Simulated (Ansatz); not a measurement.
## Relaxing a structure of CdSe

The start is a relaxed CdSe cell with every coordinate shifted by Gaussian noise of σ = 0.1 Å. The structure is fully relaxed (lattice and positions, P = 0) with PBE (plane waves to 420 eV, PAW, scalar-relativistic; Ansatz, an electronic-structure program). The first steps use a coarse 6×6×2 k-mesh.

Input geometry:
```
CELL_PARAMETERS angstrom
      4.38274     0.00000     0.00000
     -2.19137     3.79556     0.00000
      0.00000     0.00000    14.30769
ATOMIC_POSITIONS crystal
  Cd 0.00279 0.98702 0.00791
  Cd 0.97139 0.97034 0.50154
  Cd 0.66572 0.32209 0.75028
  Cd 0.33820 0.68306 0.25033
  Se 0.01087 0.98522 0.82389
  Se 0.00737 0.04132 0.31806
  Se 0.68122 0.37552 0.54710
  Se 0.34189 0.64976 0.06195
```

Q: By how much does the energy per atom fall from start to end?

A: 0.07 eV/atom.

Q: Is the parent structure recovered?

A: It returns to the parent structure, P6₃mc (No. 186).

Q: Is the relaxed structure metallic? Give its gap.

A: 0.52 eV (no spin-orbit coupling).

The end point of the relaxation:

Space group P6₃mc (No. 186); a = 4.3820 Å, b = 4.3820 Å, c = 14.3095 Å, α = 90.00°, β = 90.00°, γ = 120.00°

| atom | site | symmetry | x | y | z |
|---|---|---|---|---|---|
| Cd | 2a | 3m. | 0.0000 | 0.0000 | 0.4985 |
| Cd | 2b | 3m. | 0.6667 | 0.3333 | 0.2486 |
| Se | 2a | 3m. | 0.0000 | 0.0000 | 0.1861 |
| Se | 2b | 3m. | 0.6667 | 0.3333 | 0.4363 |

Final values are on a 9×9×3 k-mesh of the relaxed cell. No spin polarisation in the result.

The first start was generated by placing the elements on the sites of a structure type. A measured structure of CdSe has the same space group, P6₃mc (No. 186); the sites were not compared with it.
